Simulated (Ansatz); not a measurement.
MgO (rock salt)

```
CELL_PARAMETERS angstrom
      0.00000     2.12722     2.12722
      2.12722     0.00000     2.12722
      2.12722     2.12722     0.00000
ATOMIC_POSITIONS crystal
  O  0.00000 0.00000 0.00000
  Mg 0.50000 0.50000 0.50000
```

The slice is a {100} plane (indices of the conventional cell) through the point (0.000, 0.000, 0.000) (fractional), spanned by u = [100] and v = [0 1 -1] in vectors of this cell: u (3.01 Å) and v (3.01 Å, at 90° to u). It covers one period; positions are fractions (u, v).

Computed with PBE (plane waves to 420 eV, PAW, scalar-relativistic; Ansatz, a quantum-chemistry and plane-wave program). k mesh 13×13×13. Inside the PAW spheres the values are not all-electron values, and peaks at nuclei hang on which shells count as valence. MgO was relaxed with its symmetry unable to fall. The PAW data are Ansatz's earlier set.

**Question.** Around which element is the density of the highest valence band (whole band, smooth part) largest on this plane?

**Answer.** O. Mean over a disc round each atom, of radius 0.45 times the shortest bond: O 0.333, Mg 0.015 e/Å³.

**Question.** Around which element is the density of the lowest conduction band (whole band as if filled, smooth part) largest on this plane?

**Answer.** O. Mean over a disc round each atom, of radius 0.45 times the shortest bond: O 0.176, Mg 0.045 e/Å³.

**Question.** Sketch the density of the highest valence band (whole band, smooth part) on this plane as a map.

**Answer.** 
```
v \ u  0.00  0.12  0.25  0.38  0.50  0.62  0.75  0.88
-----  ----  ----  ----  ----  ----  ----  ----  ----
0.92   0.42  0.59  0.22  0.05  0.02  0.05  0.22  0.59
0.83   0.55  0.41  0.14  0.04  0.01  0.04  0.14  0.41
0.75   0.25  0.18  0.08  0.03  0.01  0.03  0.08  0.18
0.67   0.09  0.07  0.04  0.02  0.00  0.02  0.04  0.07
0.58   0.03  0.03  0.02  0.01  0.00  0.01  0.02  0.03
0.50   0.02  0.02  0.01  0.00  0.00  0.00  0.01  0.02
0.42   0.03  0.03  0.02  0.01  0.00  0.01  0.02  0.03
0.33   0.09  0.07  0.04  0.02  0.00  0.02  0.04  0.07
0.25   0.25  0.18  0.08  0.03  0.01  0.03  0.08  0.18
0.17   0.55  0.41  0.14  0.04  0.01  0.04  0.14  0.41
0.08   0.42  0.59  0.22  0.05  0.02  0.05  0.22  0.59
0.00   0.00  0.59  0.25  0.05  0.02  0.05  0.25  0.59
```

Values: density of the highest valence band (whole band, smooth part) in e/Å³.
